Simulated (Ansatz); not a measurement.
Data:

GeSe:
```
GeSe
1.0
   10.97075     0.00000     0.00000
    0.00000     3.87918     0.00000
    0.00000     0.00000     4.42315
Ge Se
4 4
Direct
  0.12359   0.25000   0.11334
  0.87641   0.75000   0.88666
  0.37641   0.75000   0.61334
  0.62359   0.25000   0.38666
  0.85476   0.25000   0.49812
  0.14524   0.75000   0.50188
  0.64524   0.75000   0.99812
  0.35476   0.25000   0.00188
```

This is the PBE+D3(BJ)-relaxed structure. Tensor components refer to the Cartesian frame of this cell.

### Question
All from PBE+D3(BJ) in the plane-wave PAW code Ansatz, unless another level is named. Predict the hole effective mass with spin–orbit coupling.

### Answer
0.22, 0.52, 0.59 mₑ (principal values).

### Question
Give the electron effective mass with spin–orbit coupling.

### Answer
0.082, 1.2, 2.0 mₑ (principal values).

### Question
Give the gap with spin–orbit coupling.

### Answer
0.69 eV.

### Question
Give the smallest direct gap on the standard path.

### Answer
0.93 eV.

### Question
Next, the conduction-band minimum?

### Answer
on the Γ–Z line, 14 % of the way from Γ (k = 0.000, 0.000, -0.068 in fractions of the reciprocal vectors) (2 equivalent valleys).

Space group Pnma. The PBE+D3(BJ) relaxation kept the symmetry of its start. Spin–orbit coupling is left out wherever it is not named.

Potentials: the later of the program's two PAW sets.
